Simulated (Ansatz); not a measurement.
Relaxed-ion elastic tensor of TiO$_{2}$ in space group Pbca (No. 61; Ti on 8c, O on 8c, O on 8c) in GPa (Voigt order), PBE (plane waves, PAW; program Ansatz); density 4.03 g/cm³, 10.98 Å³ per atom.

|  | 1 | 2 | 3 | 4 | 5 | 6 |
|---|---|---|---|---|---|---|
| 1 | 288 | 156 | 132 | 0.0 | 0.0 | 0.0 |
| 2 | 156 | 284 | 138 | 0.0 | 0.0 | 0.0 |
| 3 | 132 | 138 | 274 | 0.0 | 0.0 | 0.0 |
| 4 | 0.0 | 0.0 | 0.0 | 67.2 | 0.0 | 0.0 |
| 5 | 0.0 | 0.0 | 0.0 | 0.0 | 94.8 | 0.0 |
| 6 | 0.0 | 0.0 | 0.0 | 0.0 | 0.0 | 93.5 |

### Question
Is the crystal mechanically stable?

### Answer
Yes: the smallest eigenvalue of C is 67.2 GPa.

### Question
Work out the Voigt, Reuss and Hill averages.

### Answer
K_V = 189, K_R = 188, K_H = 188; G_V = 79.2, G_R = 77.1, G_H = 78.2 GPa.

### Question
Give Young's modulus, Poisson's ratio, Pugh's ratio and the universal anisotropy index.

### Answer
E = 9KG/(3K + G) = 206 GPa; ν = 0.32; K/G = 2.41 (ductile by the Pugh limit of 1.75); A_U = 5G_V/G_R + K_V/K_R − 6 = 0.14.

### Question
Estimate the sound speeds and the Debye temperature.

### Answer
v_l = √((K + 4G/3)/ρ) = 8520 m/s, v_t = √(G/ρ) = 4410 m/s, mean 4930 m/s; Θ = (h/k)(3n/4πV)^(1/3) v_m = 661 K.

### Question
How much does each axis shrink under pressure?

### Answer
Linear compressibilities β_i = Σ_j S_ij (j = 1 to 3): x 1.7, y 1.6, z 2.0 per TPa.

The PBE relaxation kept the symmetry of its start. No spin polarisation was allowed.

Potentials: the later of the program's two PAW sets.
